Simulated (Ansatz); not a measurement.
## Slab of fcc Sb (100), 5 layers

The slab is cut from the fcc crystal, which needn't be the stable phase, as relaxed on PAW files (26.20 Å³/atom), with 16 Å of vacuum and a dipole correction:

```yaml
crystal:
  lattice:
    - [3.33385, 0.00000, 0.00000]
    - [0.00000, 3.33385, 0.00000]
    - [0.00000, 0.00000, 25.42950]
  atoms:
    - { symbol: Sb, position: [0.00000, 0.00000, 0.31459] }
    - { symbol: Sb, position: [0.50000, 0.50000, 0.40730] }
    - { symbol: Sb, position: [0.00000, 0.00000, 0.50000] }
    - { symbol: Sb, position: [0.50000, 0.50000, 0.59270] }
    - { symbol: Sb, position: [0.00000, 0.00000, 0.68541] }
```

Computed with Ansatz 0.2.0; functional PBEsol, scalar-relativistic. Settings: a Γ-centred 11×11×1 k mesh, Fermi–Dirac smearing of 0.1 eV, no spin polarisation. Methods: LAPW: all electrons, basis error target 1 meV/atom; PAW: frozen-core files, cutoff 420 eV.

The bulk energy comes from a cell in the slab's orientation on a 11×11×8 mesh. The surface energy is (E(slab) − N·E(bulk))/2A at zero smearing, the mean of both faces; thin slabs carry quantum-size effects.

Spin–orbit coupling is left out, which matters for the heavy atoms. The PAW files were made under PBE.

Question: As cut, the LAPW slab lies 0.652 eV above 5 atoms of bulk. What surface energy is that?

Answer: Over two faces of 11.11 Å² it is 29.3 meV/Å², and times 16.02 J/m² per eV/Å² that gives γ = 0.470 J/m².

Question: What do relaxation and the other method give, and what work function comes out?

Answer: 

```
method  γ as cut (J/m²)  γ relaxed (J/m²)  Φ as cut (eV)  Φ relaxed (eV)
  LAPW            0.470             0.382           4.34            4.20
   PAW            0.470             0.382           4.34            4.20
```

Question: How do the spacings between the planes relax?

Answer: From the bottom face up: d12 -11.6 % of 2.357 Å, d23 +1.7 % of 2.357 Å, d34 +1.7 % of 2.357 Å, d45 -11.6 % of 2.357 Å.

Question: What changes if the images along the normal are cut off in place of the dipole correction?

Answer: LAPW then gives: no gap, work function 4.20 eV; PAW: no gap, work function 4.20 eV.

Question: What changes if the vacuum is set to 7 Å?

Answer: LAPW then gives: no gap, work function 4.02 (top) and 4.12 (bottom) eV; PAW: no gap, work function 3.86 (top) and 3.97 (bottom) eV. The program warns that the vacuum is too thin.

Question: A 3d core hole is made on one atom of each kind in every 1×1 cell (PAW hole dataset, neutral cell, valence without spin). What does it cost by layer?

Answer: layer 1 527.41 eV, layer 2 527.69 eV, layer 3 527.44 eV. Shifts between layers mean more than the absolute values, and a whole layer of holes screens otherwise than one hole.
